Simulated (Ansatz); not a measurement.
Relaxed-ion elastic tensor of GeSe (rock salt, space group No. 225) in GPa (Voigt order), the program Ansatz at the PBEsol level (PAW); density 5.86 g/cm³, 21.48 Å³ per atom.

```
 186   6.2   6.2   0.0   0.0   0.0
 6.2   186   6.2   0.0   0.0   0.0
 6.2   6.2   186   0.0   0.0   0.0
 0.0   0.0   0.0  30.3   0.0   0.0
 0.0   0.0   0.0   0.0  30.3   0.0
 0.0   0.0   0.0   0.0   0.0  30.3
```

Q: Is the crystal mechanically stable?

A: Yes: the smallest eigenvalue of C is 30.3 GPa.

Q: Work out the Voigt, Reuss and Hill averages.

A: K_V = 66.2, K_R = 66.2, K_H = 66.2; G_V = 54.2, G_R = 41.3, G_H = 47.7 GPa.

Q: Give Young's modulus, Poisson's ratio, Pugh's ratio and the universal anisotropy index.

A: E = 9KG/(3K + G) = 115 GPa; ν = 0.21; K/G = 1.39 (brittle by the Pugh limit of 1.75); A_U = 5G_V/G_R + K_V/K_R − 6 = 1.56.

Q: Estimate the sound speeds and the Debye temperature.

A: v_l = √((K + 4G/3)/ρ) = 4710 m/s, v_t = √(G/ρ) = 2850 m/s, mean 3150 m/s; Θ = (h/k)(3n/4πV)^(1/3) v_m = 338 K.

Q: Give the Zener ratio and Young's modulus along [100], [110] and [111].

A: A = 2C44/(C11 − C12) = 0.34; 1/E = S11 − 2(S11 − S12 − S44/2)Γ with Γ = 0, 1/4, 1/3 gives 186, 92.2, 79.0 GPa.

Q: Solve the Christoffel equation for the three sound speeds along [100], [110], [111].

A: Eigenvalues of C_ijkl n_j n_l equal ρv². In km/s, slowest first: [100] 2.28, 2.28, 5.64; [110] 2.28, 3.92, 4.65; [111] 3.46, 3.46, 4.27.

Space group Fm-3m (rock salt). The workflow started from a Materials Project entry (that database holds measured and hypothetical structures alike); the Crystallography Open Database copy checked does not list it. It is not the phase usual at ambient conditions (space group No. 62). The cell was relaxed with PBEsol under the symmetry of its start. At this level the phase is dynamically unstable (imaginary phonons). As this level gives no gap, shear constants depend on the k-mesh and smearing (Fermi–Dirac, 0.1 eV here).

Potentials: the earlier of the program's two PAW sets.
